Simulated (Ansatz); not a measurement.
Relaxed-ion elastic tensor of Ru (simple cubic, space group No. 221) in GPa (Voigt order), the program Ansatz at the r²SCAN level (PAW); density 10.86 g/cm³, 15.45 Å³ per atom.

```tsv
	1	2	3	4	5	6
1	331	194	194	0.0	0.0	0.0
2	194	331	194	0.0	0.0	0.0
3	194	194	331	0.0	0.0	0.0
4	0.0	0.0	0.0	21.0	0.0	0.0
5	0.0	0.0	0.0	0.0	21.0	0.0
6	0.0	0.0	0.0	0.0	0.0	21.0
```

Is the crystal mechanically stable?

Yes: the smallest eigenvalue of C is 21.0 GPa.

Work out the Voigt, Reuss and Hill averages.

K_V = 240, K_R = 240, K_H = 240; G_V = 40.0, G_R = 29.1, G_H = 34.5 GPa.

Give Young's modulus, Poisson's ratio, Pugh's ratio and the universal anisotropy index.

E = 9KG/(3K + G) = 98.8 GPa; ν = 0.43; K/G = 6.95 (ductile by the Pugh limit of 1.75); A_U = 5G_V/G_R + K_V/K_R − 6 = 1.87.

Estimate the sound speeds and the Debye temperature.

v_l = √((K + 4G/3)/ρ) = 5130 m/s, v_t = √(G/ρ) = 1780 m/s, mean 2030 m/s; Θ = (h/k)(3n/4πV)^(1/3) v_m = 242 K.

Give the Zener ratio and Young's modulus along [100], [110] and [111].

A = 2C44/(C11 − C12) = 0.31; 1/E = S11 − 2(S11 − S12 − S44/2)Γ with Γ = 0, 1/4, 1/3 gives 187, 73.7, 61.3 GPa.

Solve the Christoffel equation for the three sound speeds along [100], [110], [111].

Eigenvalues of C_ijkl n_j n_l equal ρv². In km/s, slowest first: [100] 1.39, 1.39, 5.52; [110] 1.39, 2.51, 5.11; [111] 2.20, 2.20, 4.97.

Space group Pm-3m (simple cubic). The cell is a constructed one: a structure type filled with these elements; neither database checked (COD, Materials Project) lists it. It is not the phase usual at ambient conditions (space group No. 194). The r²SCAN relaxation kept the symmetry of its start; whether a distortion lowers the energy is not shown. No spin polarisation was allowed. As this level gives no gap, shear constants depend on the k-mesh and smearing (Fermi–Dirac, 0.1 eV here). On the denser mesh and wider smearing of the elastic run this cell carries a stress of 0.3 GPa.

Potentials: the later of the program's two PAW sets.
